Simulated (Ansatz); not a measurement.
This run works on a generated trial structure, not on a known crystal.

Input and command of a plane-wave DFT calculation in Ansatz:

```yaml
crystal:
  lattice:
    - [3.84831008, 0.0, 0.0]
    - [-1.92415504, 3.33273429, 0.0]
    - [0.0, 0.0, 8.57554588]
  atoms:
    - { symbol: Lu, position: [0.66666667, 0.33333333, 0.7522701] }
    - { symbol: Lu, position: [0.66666667, 0.33333333, 0.2477299] }
    - { symbol: "N", position: [0.0, 0.0, 0.5] }
    - { symbol: F, position: [0.0, 0.0, 0.0] }
    - { symbol: F, position: [0.33333333, 0.66666667, 0.5] }
    - { symbol: F, position: [0.33333333, 0.66666667, 0.0] }
basis:
  ecutwfc: 420
kpoints:
  mp_grid: { grid: [4, 4, 2] }
hamiltonian:
  xc: pbe
scf:
  occupations: { method: gaussian, width: 0.15 }
  lower_state_search: "off"
output:
  forces: true
  stress: true
  eigenvalues: true
relax:
  adjacent_minimum: "off"
  f_tol: 0.08
  max_steps: 16
  cell: { stress_tol: 0.8 }
```

```bash
ansatz run input.yaml --threads 1 --pin off --max-ram 2560MiB --backend cpu --events-out ev --progress --plain --runs-dir out
```

Processor: Intel(R) Xeon(R) Platinum 8488C (Sapphire Rapids), 1 thread, on a host shared with other jobs.

Question: Estimate time, memory and problem size.

Answer: About 64 s, peak memory 0.42 GiB. It solves 46 bands at 8 k points (after reduction by symmetry) with about 1435 plane waves (on the last cell), in 131 SCF iterations over 13 ionic steps.
